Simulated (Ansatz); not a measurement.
## Where the states of TiTc lie

```
CELL_PARAMETERS angstrom
3.11000 0.00000 0.00000
0.00000 3.11000 0.00000
0.00000 0.00000 3.11000
ATOMIC_POSITIONS crystal
Ti 0.50000 0.50000 0.50000
Tc 0.00000 0.00000 0.00000
```

The geometry is COD entry 1527274, unchecked; take it as a test cell.

Spin polarisation is left out, and whether a magnetic state lies lower isn't shown here.

All numbers below come from Ansatz 0.2.0, DFT, PBEsol, all-electron LAPW, scalar-relativistic.

The runs use a Γ-centred 12×12×12 k mesh, Fermi–Dirac smearing of 0.08 eV, basis error target 0.25 meV/atom, no spin polarisation.

States per eV and cell, averaged over 0.4 eV, from -5.8 to 0.8 eV, with energies (bin centres) from the Fermi level; empty bins are left out. The partial columns, the largest 4 alone, are projections on Löwdin-orthogonalised atomic shells (those that the program's projection atoms carry: the occupied ones and, for some elements, an empty d or f shell; other empty shells have no column), summed over atoms of an element. Weights on diffuse s and p shells depend on that basis and aren't pure angular character.

```csv
E (eV),total,Tc 4d,Ti 3d,Tc 5s,Ti 4s
-5.7,0.13,0.00,0.00,0.06,0.06
-5.3,0.18,0.00,0.00,0.08,0.08
-4.9,0.24,0.01,0.01,0.10,0.10
-4.5,0.33,0.03,0.01,0.14,0.12
-4.1,0.57,0.13,0.05,0.20,0.17
-3.7,1.96,0.88,0.39,0.36,0.28
-3.3,2.54,1.38,0.58,0.29,0.24
-2.9,2.84,1.74,0.71,0.12,0.22
-2.5,2.15,1.25,0.61,0.10,0.13
-2.1,2.84,2.05,0.64,0.05,0.02
-1.7,3.10,2.07,0.89,0.06,0.01
-1.3,2.44,1.58,0.70,0.08,0.02
-0.9,3.26,2.01,0.94,0.13,0.08
-0.5,3.37,1.88,1.10,0.11,0.14
-0.1,2.03,0.85,0.78,0.07,0.18
0.3,1.40,0.82,0.34,0.05,0.08
0.7,0.53,0.16,0.21,0.03,0.04
```

Problem. Which of the resolved shells contributes most within 0.3 eV of the Fermi level?

Solution. Tc 4d, with 47 % of all states there; Ti 3d follows with 34 %.

Problem. Where is the centre of the filled Tc 4d states between -14 eV and the top of the filled states?

Solution. -1.86 eV from the Fermi level.
